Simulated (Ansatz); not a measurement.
**Frozen-phonon scan for SiC (zinc blende)**

Starting cell, SiC (zinc blende):

```
CELL_PARAMETERS angstrom
      0.00000     4.35662     4.35662
      2.17831     2.17831     4.35662
      2.17831     2.17831     0.00000
ATOMIC_POSITIONS crystal
  C  0.00000 0.75000 0.75000
  C  0.50000 0.75000 0.75000
  Si 0.00000 0.00000 0.00000
  Si 0.50000 0.00000 0.00000
```

The atoms are displaced by Q × the pattern below (from a DFPT mode at X = (0.5, 0.5, 0.0), largest move 1; Q in Å), at fixed cell. (q is in reciprocal vectors of the primitive cell; the cell shown is doubled to hold the pattern.)

```csv
atom,x,y,z
C1,0.000,0.000,-1.000
C2,0.000,0.000,1.000
```

Atoms not listed stay in place.

Level of theory: r2SCAN (plane waves to 500 eV, PAW, scalar-relativistic; Ansatz, an electronic-structure program). k mesh 13×13×13 (Γ-centred), Fermi-Dirac smearing 0.05 eV. The energy includes the smearing's −TS. Stress and pressure are positive under compression. SiC was relaxed with its symmetry unable to fall. The PAW data are Ansatz's earlier set. The zero of ΔE is the undisplaced structure.

```
Q (Å)   ΔE (eV/cell)  −dE/dQ from forces (eV/Å)  P (GPa)
------  ------------  -------------------------  -------
-0.100         0.306                      6.096     1.95
-0.083         0.213                      5.091     1.35
-0.067         0.136                      4.081     0.87
-0.050         0.077                      3.065     0.49
-0.033         0.034                      2.045     0.22
-0.017         0.009                      1.023     0.05
0.000          0.000                      0.000     0.00
0.017          0.009                     -1.023     0.05
0.033          0.034                     -2.045     0.22
0.050          0.077                     -3.065     0.49
0.067          0.136                     -4.081     0.87
0.083          0.213                     -5.091     1.35
0.100          0.306                     -6.096     1.95
```

Read from the data:

```
Property                                                                                                              Value
-----------------------------------------------------------  --------------------------------------------------------------
Energy at Q = 0.100 Å                                                                                          306 meV/cell
Space group of the distorted cell                                                       P-4m2 (No. 115), lowered from F-43m
Symmetry of the curve                                                                         even: the same for both signs
Shape of the curve                                           a single well with its minimum at or next to zero displacement
Harmonic wavenumber from the curvature (finite differences)                                                        834 cm⁻¹
Wavenumber by perturbation theory (DFPT, on another k mesh)                                                        834 cm⁻¹
```

The 13 points together took about 7 core-minutes (a rough figure).

(A displaced cell: forces are minus the slopes of the energy, force constants its curvatures, and phonons follow from these.)
